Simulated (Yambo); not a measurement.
ZnCl₂ (space group P4_2/nmc, No. 137), G0W0@PBEsol in Yambo; all else as in the reference (4×4×1 Γ-centred k mesh, bands 9 to 221 and a 7 Ry block in the screening, 221 bands in G with the Bruneval-Gonze terminator, plasmon pole fitted at 27.2 eV). One parameter is varied: the cutoff of the wavefunctions in Yambo, over 10, 20, 30, 50, 84 Ry.

From which value on does the gap Γ → Γ stay within 0.05 eV of the largest setting?

From 50 Ry on.
```
cutoff of the wavefunctions in Yambo (Ry)  G0W0 gap (eV)  valence shift (eV)
-----------------------------------------  -------------  ------------------
10                                                  6.11               -1.24
20                                                  6.19               -1.42
30                                                  6.25               -1.57
50                                                  6.32               -1.65
84                                                  6.32               -1.65
```
The last step of the sweep still moves the gap by 2 meV; the other settings are held fixed.

Geometry of the Materials Project entry, not relaxed at this level; primitive cell a = b = 3.6854 Å, c = 10.8867 Å, α = β = γ = 90.00°.

A shift is the quasiparticle energy of the state minus its PBEsol energy.

The distance between layers or molecules is the database entry's, not relaxed here. Functionals without dispersion can leave it too large, which widens gaps and weakens the response across layers: the numbers belong to this cell.
